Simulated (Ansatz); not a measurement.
# In2Ni3S2: pressure against volume

In2Ni3S2, R-3m, a = 5.320 Å, c = 13.393 Å. The structure is a Materials Project entry; whether it is the stable form wasn't checked. Ansatz: PBEsol, PAW, 420 eV, Γ-centred 12×12×12 mesh on 7 atoms, Gaussian smearing 0.10 eV; no spin polarisation. Shape and atoms are relaxed at each volume; pressure is positive in compression.

```
V (Å³/atom) P (GPa)
     13.756    16.60
     14.225    11.17
     14.694     6.69
     15.163        ?
     15.632     0.00
     16.101    -2.46
     16.570    -4.47
     17.195    -6.54
```

Question: Take V0 = 15.632 Å³/atom, fit the third-order Birch–Murnaghan form to the other rows, and predict the missing pressure.

Answer: With the Eulerian strain f = ½[(V0/V)^(2/3) − 1] and y = P/[3f(1 + 2f)^(5/2)], the form is the line y = B0 + 1.5 B0 (B0′ − 4) f. Rows (f, y): 0.04448, 100.5; 0.03245, 98.0; 0.02106, 95.5; -0.00976, 88.3; -0.01905, 86.2; -0.03078, 83.0. Means f = 0.006400, y = 91.917; Σ(Δf)² = 0.004635, ΣΔfΔy = 1.073; the slope is their ratio. y = 90.43 + 231.6 f GPa, so B0 = 90.4 GPa and B0′ = 4 + 2 × (231.6)/(3 × 90.43) = 5.71. At V = 15.163, f = 0.01026, y = 92.81 and P = 3.01 GPa. The run gave 3.02 GPa, so the fit is 0.01 GPa too low, within the rms miss on the fitted rows (0.02 GPa).